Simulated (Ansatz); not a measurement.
# KLuS₂ (R-3m): several responses side by side

Conventional cell: a = 3.910 Å, b = 3.910 Å, c = 21.697 Å, α = 90.00°, β = 90.00°, γ = 120.00°. K (atom 1) is surrounded by 6 S at 3.13 Å. Lu (atom 2) has 6 S at 2.68 Å as nearest neighbours. S (atom 3) has 3 Lu at 2.68 Å as nearest neighbours.

Ansatz runs use the cell relaxed by PAW under their functional.

(1) What are its gap and electron mass? (PBEsol, all-electron LAPW in Ansatz 0.2.0, scalar-relativistic; a = 3.910, c = 21.697 Å; k mesh 8×8×8, fixed occupations, basis error target 1 meV/atom)

(2) How does it vibrate? (PBEsol, all-electron LAPW in Ansatz 0.2.0, scalar-relativistic; a = 3.910, c = 21.697 Å; k mesh 6×6×6, fixed occupations, basis error target 1 meV/atom; q mesh 1×1×1)

(3) How does it screen a field? (PBEsol, PAW on Ansatz 0.2.0's default frozen-core files (fitted under PBE), scalar-relativistic; a = 3.910, c = 21.697 Å; k mesh 6×6×6, fixed occupations, cutoff 420 eV)

(4) How much do local fields and the kernel change ε∞?

## Answers

(1) Kohn-Sham band edges (the gap between refined extrema, the direct gap on the fine mesh): gap = 2.11 eV, least direct gap = 2.98 eV, electron conductivity mass = 0.490 mₑ, ε∞ without local fields (PAW) = 5.91.

(2) Harmonic phonons by finite displacements (no LO-TO term; negative means unstable): highest mode = 281 cm⁻¹, lowest optical at Γ = 99.7 cm⁻¹.

(3) Dielectric response and Born charges by linear response (direction means): ε∞ = 5.15, largest |Z*| = 3.41 e, ε₀ = 12.1.

(4) From 5.91 (independent particles) to 5.15 (linear response), -13 %. The two sums use different k meshes, so a part of a few per cent can be the mesh's.

Limits of these numbers: no spin-orbit coupling on heavy atoms (band edges); semilocal gaps are low, and light masses and ε∞ follow the gap (band edges); zone-boundary modes aren't tested (phonons, field response); frozen-core PAW files fitted under PBE, their cores solved anew for the functional of the run (field response); field response not resolved by the mesh (field response); semilocal gaps are low, so ε∞ comes out large.
